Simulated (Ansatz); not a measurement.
Rb₂TlInCl₆:
```cif
data_Cl24In4Rb8Tl4
_chemical_formula_sum 'Rb8 Tl4 In4 Cl24'
_space_group_name_H-M_alt 'Fm-3m'
_space_group_IT_number 225
_space_group_name_Hall '-F 4 2 3'
_cell_length_a 10.70091
_cell_length_b 10.70091
_cell_length_c 10.70091
_cell_angle_alpha 90.000
_cell_angle_beta 90.000
_cell_angle_gamma 90.000
loop_
_atom_site_label
_atom_site_type_symbol
_atom_site_symmetry_multiplicity
_atom_site_Wyckoff_symbol
_atom_site_fract_x
_atom_site_fract_y
_atom_site_fract_z
_atom_site_occupancy
Rb1 Rb 8 c 0.25000 0.25000 0.25000 1
Tl1 Tl 4 b 0.50000 0.50000 0.50000 1
In1 In 4 a 0.00000 0.00000 0.00000 1
Cl1 Cl 24 e 0.00000 0.00000 0.23203 1
```
(The calculation used a cell of 10 atoms; values per cell refer to that cell.)

Relaxed with LDA.

Give the optical modes at the zone centre with their infrared and Raman activity from DFPT, the program Ansatz at the LDA level (PAW).

Transverse frequencies, without the LO–TO term; a row sums one degenerate level.

```tsv
ω (cm⁻¹)	degeneracy	IR ((D/Å)²/amu)	Raman (Å⁴/amu)	activity	symmetry
63i	3	0.00	0	silent	T1g
31i	3	7.25	0	IR	T1u
21i	3	0.00	3.3	Raman	T2g
48	3	0.00	0	silent	T2u
63	3	5.05	0	IR	T1u
111	3	0.00	99	Raman	T2g
133	3	1.80	0	IR	T1u
237	2	0.00	440	Raman	Eg
268	3	28.14	0	IR	T1u
293	1	0.00	4400	Raman	A1g
```

How high does the top mode go among those that the LO–TO term moves?

302 cm⁻¹ for q along x.

The first step of the workflow began from a Materials Project structure, measured or hypothetical; the Crystallography Open Database copy checked does not list it. Whether it is the stable phase at ambient conditions was not checked. The LDA relaxation kept the symmetry of its start. At this level the phase is dynamically unstable (imaginary phonons). Scalar-relativistic: spin–orbit coupling is off unless named, which matters more the heavier the elements.

Potentials: the later of the program's two PAW sets.
